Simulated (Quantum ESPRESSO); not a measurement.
# Quadrupole interaction in AlN (changed cell)

```
CELL_PARAMETERS angstrom
      3.11295     0.00000     0.00000
     -1.55647     2.69589     0.00000
      0.00000     0.00000     5.06713
ATOMIC_POSITIONS crystal
  Al 0.66667 0.33333 0.50058
  Al 0.33333 0.66667 0.00058
  N  0.66667 0.33333 0.87942
  N  0.33333 0.66667 0.37942
```
The cell was made here from a computed Materials Project entry: strained by +1 % along the unique axis and by -0.5 % across it, atoms relaxed (PBE without dispersion, pw.x of a modified build of Quantum ESPRESSO, symmetry kept). The parent is AlN in P6₃mc. Stability against distortions was not tested.

Convention: |Vzz| is the largest principal value, η_Q = (Vxx − Vyy)/Vzz, |C_Q| = |eQVzz/h|. Cores are frozen. Against all-electron runs on small test molecules, this scheme's |Vzz| missed by −7 % on Al, under 1 % on N.

Quadrupole moments taken as inputs (sizes, barn, from the tables of PySCF and pymatgen): ²⁷Al 0.1466, ¹⁴N 0.0204.

Question: What do the calculations give at each independent site (field gradients by a PBE PAW density (pw.x of Quantum ESPRESSO, JTH datasets) with the all-electron reconstruction of Petrilli and co-workers, 25 Ha, k-mesh 8×8×5 through Γ)?

Answer: 
| site | site symmetry | Vzz (10²¹ V/m²) | η_Q | ∣C_Q∣ (MHz) |
|---|---|---|---|---|
| Al (atoms 1, 2) | 3m | 0.49 | 0.00 | 1.75 (²⁷Al) |
| N (atoms 3, 4) | 3m | 0.28 | 0.00 | 0.14 (¹⁴N) |
